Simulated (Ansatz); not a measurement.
# What a change of settings does to a run on BiTe

Structure from Materials Project entry mp-567362 (possibly hypothetical). The listed cell was then made from it by scaling, straining or moving an atom.

First run: DFT, LDA, all-electron LAPW, scalar-relativistic (Ansatz 0.2.0).

Command: `ansatz run input.yaml --threads 1 --pin off --max-ram 2048MiB --backend cpu --events-out ev --progress --plain --runs-dir out` The run took 40 s on 1 thread of AMD EPYC 7R43 64-Core Processor (Zen 3), with other jobs on the host, peak memory 0.4 GiB.

```yaml
crystal:
  lattice:
    - [0.0, 3.1869031609, 3.1869031609]
    - [3.1869031609, 0.0, 3.1869031609]
    - [3.1869031609, 3.1869031609, 0.0]
  atoms:
    - { symbol: Bi, position: [0.0, 0.0, 0.0] }
    - { symbol: Te, position: [0.5, 0.5, 0.5] }
kpoints:
  mp_grid: { grid: [9, 9, 9] }
scf:
  occupations: { method: fermi_dirac, width: 0.05 }
hamiltonian:
  xc: lda
  pseudopotentials: { kind: all_electron, lapw: { basis_error: 0.001 } }
output:
  forces: true
  stress: true
relax:
  f_tol: 0.005
  max_steps: 80
  cell: {}
```

Result: converged; relaxed volume 32.019 Å³/atom; 18 SCF iterations in all.

No spin–orbit coupling, which matters for the heavy atoms here.

The input is then changed:

```diff
@@ -5,10 +5,10 @@
     - [3.1869031609, 3.1869031609, 0.0]
   atoms:
-    - { symbol: Bi, position: [0.0, 0.0, 0.0] }
-    - { symbol: Te, position: [0.5, 0.5, 0.5] }
+    - { symbol: Bi, position: [0.0, 0.0, 0.0], spin: 4.0 }
+    - { symbol: Te, position: [0.5, 0.5, 0.5], spin: -1.0 }
 kpoints:
   mp_grid: { grid: [9, 9, 9] }
 scf:
-  occupations: { method: fermi_dirac, width: 0.05 }
+  occupations: { method: methfessel_paxton, width: 0.01 }
 hamiltonian:
   xc: lda
@@ -21,3 +21,5 @@
   max_steps: 80
   cell: {}
+magnetization:
+  spin_polarized: true
```

Problem. Predict the outcome of the changed run.

Solution. It converged; relaxed volume 32.023 Å³/atom; moment 0.06 μB; 27 SCF iterations in all.

The results part of its log:

```
basis re-selected at this cell: Δ(F+E_penalty+E_count) = -1.254e-7 eV, ΔP = +0.000 GPa vs the last step (what re-selecting the basis moved, after the strain that the cell walked since its last selection, with what the two solves' SCF thresholds leave and, on support functions, any second-order correction that the steps lacked; it is no measure of the basis error at this ecutwfc). This SCF's stress stands 8.51e-3 GPa from its target on what of the cell is left free (relax.cell.stress_tol is 5.00e-2 GPa) and its largest allowed force component is 4.08e-30 eV/Å (relax.f_tol is 5.00e-3 eV/Å): within both
SCF converged after 2 iterations
Stability not checked: this state was not tested for a lower state beside it, because cold or Methfessel-Paxton smearing, or corrected tetrahedra, fill the levels in a way that the test cannot read (fill_not_monotonic; see scf.lower_state_search)
Magnetization: 0.0593 μB (30.5297 up, 30.4703 down)
Absolute magnetization: 0.0596 μB (∫|ρ↑−ρ↓|)
Spin contamination: 0.0000 ħ² per cell (⟨S²⟩ above its minimum at these occupations)
Per-site moments (μB) at R_I (Å): [(0.03173335233179131, 1.5682640967542543), (0.01083592284403423, 1.512043311975525)]
Free energy (F): -770127.435454 eV
Harris-Foulkes:  -770127.435454 eV  (|F-HF|=1.16e-10)
Internal energy: -770127.435450 eV  (E = F + TS)
E sigma→0 (E₀):  -770127.435453 eV
Entropy (-TS):   -0.000004 eV (-0.002 meV/atom)
Fermi energy:    13.356149 eV
--- Per-component energies (eV) ---
  E_band       = -3767.238954
  E_kinetic    = 872522.238661
  E_xc         = -15129.486993
  E_electrostatic = -1627520.187118  (all electrons and nuclei)
  E_smearing   = -0.000004  (= −TS)
  E_closure    = 0.000000  (closes the sum)
  E_atoms      = -770118.933441  (free atoms, spherical and without spin; not in F)
  Σ components = -770127.435454   (vs F -770127.435454, Δ=0.00e0)
  Basis errors (estimates in eV, not in F): energy 3.3e-4 per atom: plane waves 3.2e-4 (1.8e-4 summed), levels above the bands 0.0e0, relativity 5.9e-9, radial functions 5.6e-6, core shells 1.8e-8; eigenvalues (radial functions only) 3.1e-6; not estimated: angular momenta, meshes, grids; target (lapw.basis_error) 1.0e-3; muffin-tin radii Te 1.512 Å, Bi 1.568 Å
--- Forces (eV/Å), atoms counted from 1 ---
  atom   1  Bi    -0.00000000     0.00000000     0.00000000
  atom   2  Te     0.00000000    -0.00000000     0.00000000
  max |Σ_I F_I| component: 6.05e-30 eV/Å
--- Stress (GPa, compression-positive) ---
       -0.008512      -0.000000      -0.000000
       -0.000000      -0.008512      -0.000000
       -0.000000      -0.000000      -0.008512
  P = ⅓ Tr σ = -0.0085 GPa (-0.085 kbar)
--- Relaxed structure (3 steps of the walk, 3 accepted, 1 SCFs on fresh bases) ---
  F+E_penalty+E_count = -770127.43545392 eV   max|allowed force component| = 4.076e-30 eV/Å   (the final SCF, on the basis selected at the relaxed cell)
  cell:  # Å, volume = 64.0467 Å³
    - [2.547686016447795e-34, 3.1755746954947806, 3.1755746954947806]
    - [3.1755746954947806, 7.897826650988163e-34, 3.1755746954947806]
    - [3.1755746954947806, 3.1755746954947806, 2.292917414803016e-34]
  atoms:
    - { symbol: Bi, position: [1.2590134836944105e-36, -1.416390169156384e-36, -2.6754036528518505e-36] }
    - { symbol: Te, position: [0.49999999999999994, 0.49999999999999994, 0.49999999999999994] }
```
